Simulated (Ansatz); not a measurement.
## Map of one atom of the cell for MoTe2 (2H-MoS2 type, space group P6_3/mmc)

Starting cell, MoTe2 (2H-MoS2 type, space group P6_3/mmc):

```
MoTe2
1.0
    3.54214     0.00000     0.00000
   -1.77107     3.06758     0.00000
    0.00000     0.00000    14.18192
Mo Te
2 4
Direct
  0.33333   0.66667   0.75000
  0.66667   0.33333   0.25000
  0.33333   0.66667   0.12347
  0.66667   0.33333   0.62347
  0.66667   0.33333   0.87653
  0.33333   0.66667   0.37653
```

Two-dimensional scan of atom 5 (Te, nearest neighbour Mo at 2.721 Å; its periodic images, 3.5 Å or more away, move with it): u runs along (1.000, 0.000, 0.000), v along (0.000, 1.000, 0.000) (Cartesian). Cell and other atoms are fixed.

These are r2SCAN+rVV10 (plane waves to 500 eV, PAW, scalar-relativistic; Ansatz, a quantum-chemistry and plane-wave program) values and carry that method's errors. k mesh 9×9×2 (Γ-centred), Fermi-Dirac smearing 0.05 eV. E stands for the smeared free energy. Points where atoms come too close for the PAW data are left out (x in tables, blank in figures). As the smearing reaches across the gap at some points, energies and forces of such displacements shift with the k mesh and the smearing. Fu and Fv are the components of the force on the atom. MoTe2 is run without spin polarisation. MoTe2 was relaxed with its symmetry unable to fall. Spin-orbit coupling is left out, though Te is heavy. The zero of ΔE is the undisplaced structure. Axes are in Å.

ΔE (meV/cell), with u across and v down:

```
v \ u   -0.680  -0.453  -0.227  0.000  0.227  0.453  0.680
------  ------  ------  ------  -----  -----  -----  -----
-0.680    1871    1955    2000   2015   2000   1955   1871
-0.453    1368    1095     910    847    910   1095   1368
-0.227    1243     685     321    197    321    685   1243
0.000     1525     705     179      0    179    705   1525
0.227     2149    1072     392    161    392   1072   2149
0.453        x    1654     840    565    840   1654      x
0.680        x    2266    1373   1073   1373   2266      x
```

Fu (eV/Å), with u across and v down:

| v \ u | -0.680 | -0.453 | -0.227 | 0.000 | 0.227 | 0.453 | 0.680 |
|---|---|---|---|---|---|---|---|
| -0.680 | -0.51 | -0.27 | -0.13 | 0.00 | 0.13 | 0.27 | 0.51 |
| -0.453 | 1.28 | 1.05 | 0.55 | 0.00 | -0.55 | -1.05 | -1.28 |
| -0.227 | 2.74 | 2.09 | 1.09 | 0.00 | -1.09 | -2.09 | -2.74 |
| 0.000 | 4.11 | 3.03 | 1.57 | 0.00 | -1.57 | -3.03 | -4.11 |
| 0.227 | 5.46 | 3.94 | 2.03 | 0.00 | -2.03 | -3.94 | -5.46 |
| 0.453 | x | 4.74 | 2.42 | 0.00 | -2.42 | -4.74 | x |
| 0.680 | x | 5.21 | 2.65 | 0.00 | -2.65 | -5.21 | x |

Read from the data:

* **Principal force constants in the plane (five-point differences of the forces)**: 7.0 eV/Å², isotropic
* **Centre of the map**: a minimum
* **Lowest place on the grid**: u = 0.000 Å, v = 0.000 Å (0 meV/cell)

(A displaced cell: forces are minus the slopes of the energy, force constants its curvatures, and phonons follow from these.)
